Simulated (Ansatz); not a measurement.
**Rb₂Ge: rattling a relaxed structure**

The cell was found from a structure generator's guess, not taken from experiment.

Theory: Ansatz, DFT PBE, scalar-relativistic, plane waves, PAW. Cutoff 420 eV; k points 8×4×4 on the computed 6-atom cell (Γ-centred); Gaussian smearing, width 0.10 eV; no spin polarisation.

The cell below (6 atoms, space group Pmma (No. 51)) is relaxed within its symmetry.

```
Rb Ge
1.0
     4.25375    0.00000    0.00000
     0.00000    9.41649    0.00000
     0.00000    0.00000    9.07698
Rb Ge
4 2
Cartesian
  3.1903 2.3160 2.2957
  1.0634 7.1005 6.7813
  1.0634 2.3160 6.7813
  3.1903 7.1005 2.2957
  3.1903 0.0000 8.3758
  1.0634 0.0000 0.7012
```

For the test it was strained at random (σ = 1.5 % a component), the atoms were moved at random (σ = 0.15 Å), and all was relaxed again on a coarse 6×4×4 mesh (in the run’s order of axes) with 0.20 eV smearing, with no symmetry imposed.

Problem. What happens?

Solution. It doesn't return. The energy falls by 26 meV/atom on that mesh, the volume changes by -13.7 %, and the end has space group P2_1/m (No. 11) at a loose tolerance. Relaxed again on a 4×8×4 mesh with 0.10 eV smearing, the new structure lies 25 meV/atom below the first (mesh in the axes of the run's cell; the cell below is made exact in the group named). Space group P2_1/m (No. 11), monoclinic, a = 7.470 Å, b = 4.255 Å, c = 10.087 Å, β = 102.5°. Around Rb on its first site lie 3 Ge at 3.67–3.78 Å, 2 Rb at 4.26 Å and 4 Rb at 4.55–4.61 Å; Rb on its second site is surrounded by 2 Ge at 3.57 Å, 1 Ge at 3.82 Å, 1 Ge at 4.16 Å, 4 Rb at 4.26–4.27 Å and 4 Rb at 4.55–4.61 Å; Ge is surrounded by 2 Ge at 2.58 Å and 6 Rb at 3.57–3.82 Å.

```cif
data_structure
_symmetry_space_group_name_H-M 'P 1'
_symmetry_Int_Tables_number 1
_cell_length_a 7.4695
_cell_length_b 4.2552
_cell_length_c 10.0866
_cell_angle_alpha 90.000
_cell_angle_beta 102.544
_cell_angle_gamma 90.000
_cell_volume 312.94
loop_
_atom_site_label
_atom_site_type_symbol
_atom_site_fract_x
_atom_site_fract_y
_atom_site_fract_z
_atom_site_occupancy
Rb1 Rb 0.79251 0.75000 0.17256 1
Rb2 Rb 0.20749 0.25000 0.82744 1
Rb3 Rb 0.33512 0.25000 0.33402 1
Rb4 Rb 0.66488 0.75000 0.66598 1
Ge1 Ge 0.09931 0.75000 0.52373 1
Ge2 Ge 0.90069 0.25000 0.47627 1
```
